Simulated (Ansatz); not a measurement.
SiO₂, one structure, two calculations

Cell: a structure deposited in the COD whose atoms were relaxed with PBE, the cell held.

```cif
data_SiO2
_symmetry_space_group_name_H-M 'P4_12_12'
_symmetry_Int_Tables_number 92
_cell_length_a 4.9780
_cell_length_b 4.9780
_cell_length_c 6.9480
_cell_angle_alpha 90.000
_cell_angle_beta 90.000
_cell_angle_gamma 90.000
loop_
_atom_site_label
_atom_site_type_symbol
_atom_site_symmetry_multiplicity
_atom_site_Wyckoff_symbol
_atom_site_fract_x
_atom_site_fract_y
_atom_site_fract_z
Si Si 4 a 0.3043 0.3043 0.0000
O O 8 b 0.2368 0.1149 0.1844
```

One atom of each set is listed.

First run. All values are calculated (Ansatz; DFT, PBE, plane waves and PAW, scalar-relativistic, 420 eV cutoff, Γ-centred 5×5×4 k-points, Fermi–Dirac smearing 0.02 eV), not measured.

| site | V_zz (10²¹ V/m²) | η |
| --- | --- | --- |
| Si | -0.37 | 0.84 |
| O | 9.47 | 0.19 |

Second run. The same atoms and settings, except that the functional is r2SCAN and the cutoff is 500 eV.

Problem. Given the first result, estimate the second.

Solution. 

```csv
site,V_zz,η,change of V_zz
Si,-0.37,0.78,0.00
O,9.35,0.19,-0.12
```

The largest change of V_zz is on O, from 9.47 to 9.35. In per cent, |V_zz| changes by -1 on O (all sites that start above 0.5).

For the second run: The largest force is 0.3 eV/Å, so the atoms aren't at the calculated equilibrium and relaxing them would move these values.
